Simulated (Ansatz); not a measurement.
# TeAs2: how the energy converges with the cutoff

TeAs2, I4_1/amd, a = 7.113 Å, c = 5.881 Å. The structure is a Materials Project entry; whether it is the stable form wasn't checked. Ansatz: PBEsol, PAW, cutoff varied, Γ-centred 8×8×8 mesh on 6 atoms, Gaussian smearing 0.10 eV; no spin polarisation. Single points at one geometry, the cutoff alone changed; ΔE is the energy at zero smearing over the run at 850 eV (runs within 0.3 meV/atom of it are left out). The runs up to 380 eV lie under the cutoff recommended for these PAW datasets.

```tsv
cutoff (eV)	ΔE (meV/atom)
150	32526.72
200	5576.98
250	732.93
300	60.11
350	?
380	1.85
420	1.08
460	0.58
```

Assume ΔE falls exponentially with the cutoff, fit y = ln ΔE against x, the cutoff in eV, to the other rows, and predict the missing value.

y = 10.390, 8.626, 6.597, 4.096, 0.615, 0.077, -0.545. Means x = 308.6, y = 4.2651; Σ(Δx)² = 80886, ΣΔxΔy = -3036; the slope is their ratio. y = 15.85 − 0.03753 x, a factor of ten per 61 eV. At 350 eV this gives ΔE = 15.10 meV/atom. The run gave 4.19, a ratio of 3.60. Between neighbouring rows the decay runs from a factor of ten per 43 eV to one per 171 eV, so one exponential is only a rough guide.

Cost: 12 runs of about 1.7 core-minutes in all, on AMD EPYC 9R45 (Zen 5) (shared hosts).